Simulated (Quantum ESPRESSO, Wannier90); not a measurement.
**HgS (zinc blende), plane waves to Wannier functions**

Structure: Materials Project mp-1123, symmetrised, not relaxed again. COD (Crystallography Open Database) has the formula in 4 space groups, this one among them (matched by group alone). Level: PBEsol, spinors with spin-orbit coupling; pw.x of Quantum ESPRESSO at 53 Ry with PseudoDojo potentials, 8×8×8 k-points, Wannier90. Density: 10×10×10 mesh, Gaussian smearing 0.01 Ry. With spin-orbit coupling a semilocal functional can close or falsely invert a small gap; the band order was not checked against a better method.

On the energy scale of pw.x, whose zero is arbitrary, the Fermi level lies at 7.63 eV.

Input w.win:

```
num_bands = 2
num_wann = 2
exclude_bands = 1-2,5-52
spinors = true
num_iter = 1000
conv_tol = 1.0e-6
conv_window = 4
write_hr = true
write_u_matrices = true
auto_projections = true
begin unit_cell_cart
ang
    0.0000000000    2.9696650000    2.9696650000
    2.9696650000    0.0000000000    2.9696650000
    2.9696650000    2.9696650000    0.0000000000
end unit_cell_cart
begin atoms_frac
Hg   0.0000000000  0.0000000000  0.0000000000
S   -0.2500000000 -0.2500000000 -0.2500000000
end atoms_frac
mp_grid = 8 8 8
begin kpoints
0.0000000000 0.0000000000 0.0000000000
0.0000000000 0.0000000000 0.1250000000
0.0000000000 0.0000000000 0.2500000000
... (509 more lines: the 8x8x8 mesh through Gamma)
end kpoints
```

Input of pw2wannier90.x that gives the overlap and projection files (equivalent; here they were cut from one run over all bands):

```
&inputpp
  outdir = './out'
  prefix = 'pwscf'
  seedname = 'w'
  write_amn = .true.
  write_mmn = .true.
  scdm_proj = .true.
  scdm_entanglement = 'isolated'
/
```

Output w.wout (banner and timings cut):

```
                                    ------
                                    SYSTEM
                                    ------

                              Lattice Vectors (Ang)
                    a_1     0.000000   2.969665   2.969665
                    a_2     2.969665   0.000000   2.969665
                    a_3     2.969665   2.969665   0.000000

                   Unit Cell Volume:      52.37842  (Ang^3)

                        Reciprocal-Space Vectors (Ang^-1)
                    b_1    -1.057895   1.057895   1.057895
                    b_2     1.057895  -1.057895   1.057895
                    b_3     1.057895   1.057895  -1.057895

 *----------------------------------------------------------------------------*
 |   Site       Fractional Coordinate          Cartesian Coordinate (Ang)     |
 +----------------------------------------------------------------------------+
 | hg   1   0.00000   0.00000   0.00000   |    0.00000   0.00000   0.00000    |
 | s    1  -0.25000  -0.25000  -0.25000   |   -1.48483  -1.48483  -1.48483    |
 *----------------------------------------------------------------------------*
                                ------------
                                K-POINT GRID
                                ------------

             Grid size =  8 x  8 x  8      Total points =  512

 *---------------------------------- MAIN ------------------------------------*
 |  Number of Wannier Functions               :                 2             |
 |  Number of Objective Wannier Functions     :                 2             |
 |  Number of input Bloch states              :                 2             |
 |  Output verbosity (1=low, 5=high)          :                 1             |
 |  Timing Level (1=low, 5=high)              :                 1             |
 |  Optimisation (0=memory, 3=speed)          :                 3             |
 |  Length Unit                               :               Ang             |
 |  Post-processing setup (write *.nnkp)      :                 F             |
 |  Using Gamma-only branch of algorithms     :                 F             |
 *----------------------------------------------------------------------------*
 *------------------------------- WANNIERISE ---------------------------------*
 |  Total number of iterations                :              1000             |
 |  Number of CG steps before reset           :                 5             |
 |  Trial step length for line search         :             2.000             |
 |  Convergence tolerence                     :         0.100E-05             |
 |  Convergence window                        :                 4             |
 |  Iterations between writing output         :                 1             |
 |  Iterations between backing up to disk     :               100             |
 |  Write r^2_nm to file                      :                 F             |
 |  Write xyz WF centres to file              :                 F             |
 |  Write on-site energies <0n|H|0n> to file  :                 F             |
 |  Use guiding centre to control phases      :                 F             |
 |  Use phases for initial projections        :                 F             |
 *----------------------------------------------------------------------------*
 *-------------------------------- PLOTTING ----------------------------------*
 |  Plotting Hamiltonian in WF basis          :                 T             |
 *----------------------------------------------------------------------------*

       ... (k-mesh section left out)

 Starting a new Wannier90 calculation ...

 Reading overlaps from w.mmn

 Reading projections from w.amn

 *------------------------------- WANNIERISE ---------------------------------*
 +--------------------------------------------------------------------+<-- CONV
 | Iter  Delta Spread     RMS Gradient      Spread (Ang^2)            |<-- CONV
 +--------------------------------------------------------------------+<-- CONV

 ------------------------------------------------------------------------------
 Initial State
  WF centre and spread    1  (  0.000000, -0.000000,  0.000000 )     0.29070881
  WF centre and spread    2  ( -0.000000,  0.000000,  0.000000 )     0.29070881
  Sum of centres and spreads (  0.000000,  0.000000,  0.000000 )     0.58141762

      0     0.581E+00     0.0000000000        0.5814176182  <-- CONV
        O_D=      0.0000000 O_OD=      0.0000000 O_TOT=      0.5814176 <-- SPRD
 ------------------------------------------------------------------------------
      1    -0.168E-08     0.0000388089        0.5814176165  <-- CONV
        O_D=      0.0000000 O_OD=      0.0000000 O_TOT=      0.5814176 <-- SPRD
      2    -0.547E-09     0.0000191745        0.5814176160  <-- CONV
        O_D=      0.0000000 O_OD=      0.0000000 O_TOT=      0.5814176 <-- SPRD
      3    -0.314E-09     0.0000135915        0.5814176157  <-- CONV
        O_D=      0.0000000 O_OD=      0.0000000 O_TOT=      0.5814176 <-- SPRD
      4    -0.126E-09     0.0000089442        0.5814176156  <-- CONV
        O_D=      0.0000000 O_OD=      0.0000000 O_TOT=      0.5814176 <-- SPRD
             <<<     Delta < 1.000E-06  over  4 iterations     >>>
             <<< Wannierisation convergence criteria satisfied >>>
 Final State
  WF centre and spread    1  (  0.000000,  0.000000,  0.000000 )     0.29070881
  WF centre and spread    2  (  0.000000,  0.000000,  0.000000 )     0.29070881
  Sum of centres and spreads (  0.000000,  0.000000,  0.000000 )     0.58141762

         Spreads (Ang^2)       Omega I      =     0.581417615
        ================       Omega D      =     0.000000000
                               Omega OD     =     0.000000000
    Final Spread (Ang^2)       Omega Total  =     0.581417616
```
